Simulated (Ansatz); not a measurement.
# Property card for NaMoH4

Theory: DFT PBE, scalar-relativistic, plane waves, PAW in Ansatz.

Settings: cutoff 420 eV, Γ-centred mesh 8×8×14 on the computed 6-atom cell, Gaussian smearing of 0.10 eV; no spin polarisation.

The structure is relaxed at this level of theory with its symmetry kept, and needn't be the ground state of this composition.

Space group Cmmm (No. 65), orthorhombic, a = 6.867 Å, b = 7.439 Å, c = 2.663 Å. Around Na lie 4 H at 2.11 Å, 2 H at 2.39 Å and 2 Na at 2.66 Å; H on a site of symmetry 2mm has 1 Mo at 1.80 Å and 2 Na at 2.11 Å; around H on a site of symmetry m2m lie 2 Mo at 1.88 Å and 1 Na at 2.39 Å; Mo has 6 H at 1.80–1.88 Å and 2 Mo at 2.66 Å.

| Item | Value |
| --- | --- |
| Volume per atom | 76.5 bohr³ |
| Formation energy from the elements' standard states (uncorrected) | +0.284 eV/atom |
| Kohn–Sham band gap | none (metal) |
| Density of states at the Fermi level | 1.7 states/eV per cell |
| Orbital (Löwdin) character within 0.5 eV of the Fermi level | Mo 4d 89 %, H 1s 9 % |
| Bader charge by site (e) | Na (1 in the cell) 0.82, H (2 in the cell) -0.53, H (2 in the cell) -0.48, Mo (1 in the cell) 1.20 |

The cell was found from a structure generator's guess, not taken from experiment. Löwdin shares on free-atom orbitals overweight diffuse shells.
